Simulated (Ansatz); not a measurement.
# KIr (CsCl type) from its elements: all-electron against pseudopotential results

```xyz
2
Lattice="3.4457 0.0000 0.0000 0.0000 3.4457 0.0000 0.0000 0.0000 3.4457" Properties=species:S:1:pos:R:3 pbc="T T T"
K     0.0000    0.0000    0.0000
Ir    1.7229    1.7229    1.7229
```

The cell comes from a relaxation on PAW files under the same functional, begun from a prototype that needn't be the stable phase.

Computed with Ansatz 0.2.0; functional LDA, scalar-relativistic. Settings: a Γ-centred 10×10×10 k mesh, Fermi–Dirac smearing of 0.05 eV, no spin polarisation. Methods: LAPW: all electrons, basis error target 0.5 meV/atom; PAW: frozen-core files, cutoff 420 eV; norm-conserving: pseudopotentials, cutoff 980 eV.

The elements are taken as Ir fcc, K bcc, each relaxed on PAW files under the same functional and computed by the same method as the compound; zero-point and thermal terms are left out.

Spin–orbit coupling is left out, which matters for the heavy atoms. The PAW files were made under PBE. The norm-conserving files are those that the library serves for this functional.

(1) What is the formation energy by LAPW, and how far do the other methods lie from it?

(2) Give the LAPW value for one formula unit in kJ/mol.

(3) What Bader charges does the PAW density give?

Results:

(1) 1.832 eV/atom; PAW +0.3 meV/atom; norm-conserving +10.8 meV/atom. The compound is unstable against these elements; other compounds of the system weren't compared.

(2) 1.832 eV/atom × 2 atoms × 96.485 kJ/(mol·eV) = 353.5 kJ/mol, at zero temperature and without zero-point motion.

(3) K1 +0.56 e, Ir2 -0.56 e.
